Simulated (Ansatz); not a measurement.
Given:

AlRh:
Space group Pm-3m (No. 221); a = 2.9715 Å, b = 2.9715 Å, c = 2.9715 Å, α = 90.00°, β = 90.00°, γ = 90.00°

| atom | site | symmetry | x | y | z |
|---|---|---|---|---|---|
| Al | 1b | m-3m | 0.5000 | 0.5000 | 0.5000 |
| Rh | 1a | m-3m | 0.0000 | 0.0000 | 0.0000 |

This is the PBEsol-relaxed structure.

Q: All from plane-wave PAW PBEsol (Ansatz code), unless another level is named. Predict the Debye temperature from the elastic constants.

A: 502 K.

Q: Next, the elastic constants (relaxed ions, GPa)?

A: C11 = 325, C12 = 156, C44 = 120.

Q: Give the highest zone-centre frequency.

A: 8.65 THz.

A made-up cell: these elements were put on the sites of a structure type; the Crystallography Open Database copy checked does not list it. Its standing as an ambient phase is unchecked. The cell was relaxed with PBEsol under the symmetry of its start; whether a distortion lowers the energy is not shown. No spin polarisation was allowed. As this level gives no gap, shear constants depend on the k-mesh and smearing (Fermi–Dirac, 0.1 eV here). As this level gives no gap, phonon frequencies hold no LO–TO term and depend on the k-mesh and smearing (Fermi–Dirac, 0.1 eV here).

Potentials: the earlier of the program's two PAW sets. The files were generated under PBE; for other functionals the program regenerates the frozen cores, and for LDA and PBEsol the local potential too.
